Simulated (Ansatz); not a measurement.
**WC: a sublattice moved along a line**

Method: DFT r2SCAN, scalar-relativistic, plane waves, PAW (Ansatz). The runs took a 500 eV cutoff, a Γ-centred 18×18×18 mesh and Gaussian smearing (0.15 eV). Spin–orbit coupling is left out, which can shift energies with elements as heavy as these. No spin polarisation. Energies are free energies at this smearing, counted from the undisturbed cell; pressure is positive in compression.

Reference structure (as given, not relaxed at this level; it stands at -5.2 GPa; this rock-salt form isn't the usual structure):

```
W C
1.0
     0.00000    2.19268    2.19268
     2.19268    0.00000    2.19268
     2.19268    2.19268    0.00000
W C
1 1
Direct
  0.00000 0.00000 0.00000
  0.50000 0.50000 0.50000
```

Every W atom is moved by x along the Cartesian unit vector (0.000, -0.707, -0.707); the cell and all other atoms stay fixed. The cell is metallic on the mesh throughout.

| x (Å) | ΔE (meV/cell) | force along x on the moved atoms (eV/Å) | pressure (GPa) |
| --- | --- | --- | --- |
| -0.2000 | 128.5 | 1.42 | 1.1 |
| -0.1000 | 28.1 | 0.60 | -3.7 |
| 0.0000 | 0.0 | 0.00 | -5.2 |
| 0.0250 | 1.6 | -0.13 | -5.1 |
| 0.0500 | 6.6 | -0.27 | -4.9 |
| 0.0750 | 15.2 | -0.43 | -4.4 |
| 0.1250 | 45.5 | -0.80 | -2.8 |
| 0.1500 | 67.9 | -1.00 | -1.7 |
| 0.1750 | 95.6 | -1.21 | -0.4 |

By symmetry 0.2000 repeats -0.2000, -0.1500 repeats 0.1500, 0.1000 repeats -0.1000, -0.0500 repeats 0.0500 in energy, with the opposite slope along the path.